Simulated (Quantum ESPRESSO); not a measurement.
# Planted mistakes on one cell of HfNbTaF2O6

These are calculations, not measurements. They come from pw.x of Quantum ESPRESSO 7.5, a plane-wave density functional program, with PseudoDojo standard norm-conserving files (v0.5 for PBE, v0.4.1 for LDA and PBEsol). The cells are made up: elements, strain and atom displacements were drawn at random, and nothing was relaxed. There is no spin polarisation, spin-orbit coupling or dispersion term.

The hafnium file is less sure than the others, with forces about 3 percent (worst 6) and pressure in oxides about 1.5 GPa (worst 2.7) from a second method in checks, which no rerun with the same files tests.

The cell has 12 sites of a fluorite lattice. Sites 1 to 4 hold Hf empty Nb Ta; sites 5 to 12 hold F O O O O O O F. Cell vectors in Å: (5.145, -0.018, 0.011); (-0.018, 5.047, -0.007); (0.011, -0.007, 5.190). Settings: PBE, cutoff 1143 eV, 4 x 4 x 4 k mesh shifted by half a step, Fermi-Dirac smearing of 0.025 eV.

The intended run has a self-consistency threshold of 1e-07 eV, a smearing term of 0.000 eV, a pressure of -17.36 GPa and 19 iterations. Each further run changes one thing: atoms of sites 1 and 3 exchanged; cutoff 625 eV; k mesh 1 x 1 x 1; one electron added; smearing 0.5 eV; threshold 0.07 eV. A coarse mesh keeps the shift, and a charged cell sits in a uniform background.

```
run  change of free energy (eV)  smearing term -TS (eV)  change of P (GPa)  largest change of a force component (eV/Å)  iterations
  A                       0.097                   0.000              -0.05                                       2.255          18
  B                      -0.854                  -2.345               2.72                                       1.058          19
  C                       0.057                   0.000               1.46                                       0.089           9
  D                      10.615                  -0.024              20.60                                       0.843          20
  E                      11.735                   0.000             -58.59                                       0.099          18
  F                      -2.697                   0.000              -4.10                                       0.858          18
```

A rerun of the intended cell at 1467 eV and k mesh 6 x 6 x 6 moved values by no more than 0.002 eV in the cell's energy, 0.06 GPa in stress and 0.010 eV/Å in force.

Question: which change belongs to which run?

## Worked reading

Run C has the fewest iterations, as a run stopped early does. Run B has the largest smearing term, as wide smearing gives. Run E has a higher energy and the largest fall in pressure, as too small a basis gives. Energies from files of another functional, or of a charged cell, have another zero and say nothing on stability; the pressure of a charged cell rests on the program's zero of potential too.

## Key

```
run                            change
  A  atoms of sites 1 and 3 exchanged
  B                   smearing 0.5 eV
  C                 threshold 0.07 eV
  D                one electron added
  E                     cutoff 625 eV
  F                  k mesh 1 x 1 x 1
```